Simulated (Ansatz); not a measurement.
## Spin spirals in Gd$_{3}$Y (computed with Ansatz 0.2.0)

Space group Pm-3m (No. 221), 4 atoms in the cell of the first input below: a = 5.180 Å, b = 5.180 Å, c = 5.180 Å, α = 90.00°, β = 90.00°, γ = 90.00°.

The structure comes from the Materials Project database of computed cells (whether it is a measured phase wasn't checked), taken without relaxation; such computed volumes mostly lie a few per cent over measured ones, and more in layered crystals (pressure -5.5 GPa with this functional, without spin–orbit coupling). Functional: LDA+U (Gd 7 eV).

Each state is solved self-consistently from atoms in the crystal's own cell, by the generalised Bloch theorem and without spin–orbit coupling. One of the inputs (q = (0.000, 0.500, 0.000)); the others differ in the wave vector alone:

```yaml
crystal:
  lattice:
    - [5.1799436993, 0.0, 0.0]
    - [0.0, 5.1799436993, 0.0]
    - [0.0, 0.0, 5.1799436993]
  atoms:
    - { symbol: Gd, position: [0.0, 0.5, 0.5], spin: 8.13, spin_axis: [1.0, 0.0, 0.0] }
    - { symbol: Gd, position: [0.5, 0.0, 0.5], spin: 8.13, spin_axis: [1.0, 0.0, 0.0] }
    - { symbol: Gd, position: [0.5, 0.5, 0.0], spin: 8.13, spin_axis: [1.0, 0.0, 0.0] }
    - { symbol: "Y", position: [0.0, 0.0, 0.0] }
basis:
  ecutwfc: 420
  ecutrho_ratio: 4
kpoints:
  mp_grid: { grid: [6, 6, 6] }
hamiltonian:
  xc: lda
  hubbard: { sites: [{ species: Gd, l: f, u_eff: 7.0 }] }
scf:
  occupations: { method: gaussian, width: 0.05 }
  lower_state_search: "off"
output:
  forces: true
  stress: false
  eigenvalues: true
  populations: true
  hubbard: { sites: [{ species: Gd, l: f }] }
magnetization:
  noncollinear: true
  spin_orbit: false
  spin_spiral: { q: [0.0, 0.5, 0.0] }
```

```bash
ansatz run input.yaml --threads 4 --pin off --max-ram 9216MiB --backend cpu --events-out ev --progress --plain --runs-dir out
```

Time: 3.4 min on 4 threads of AMD EPYC 9R45 96-Core Processor (Zen 5), on a shared host, peak memory 7.6 GiB.

**Question.** Rank these by energy, lowest first (extrapolated to zero smearing, counted from the spiral at q = 0, meV per cell).
A. q = (0.000, 0.500, 0.000)
B. q = (0.500, 0.500, 0.000)
C. q = (0.000, 0.000, 0.000)
D. q = (0.500, 0.500, 0.500)

**Answer.** A (-23.59), B (-22.97), D (-5.49), C (0.00).

```
                    order  meV per cell  largest spin moment, Gaussian weights (μB)
q = (0.000, 0.000, 0.000)          0.00                                        6.89
q = (0.000, 0.500, 0.000)        -23.59                                        6.91
q = (0.500, 0.500, 0.000)        -22.97                                        6.90
q = (0.500, 0.500, 0.500)         -5.49                                        6.88
```

The spin moment changes by 0 % over these states. Differences under a few meV may lie within the mesh error, so those places of the ranking aren't settled. 5 further states did not converge in the time given: q = (0.000, 0.250, 0.000), q = (0.250, 0.250, 0.000), q = (0.250, 0.250, 0.250), q = (0.000, 0.125, 0.000), q = (0.000, 0.375, 0.000).

Caveats: each run may end in a state that is not the lowest; filled bands differ between k-points; only the orders listed are compared, and the order found in nature may be another, or none; the ferromagnetic state is metallic at this level, and the k-mesh was not tested.
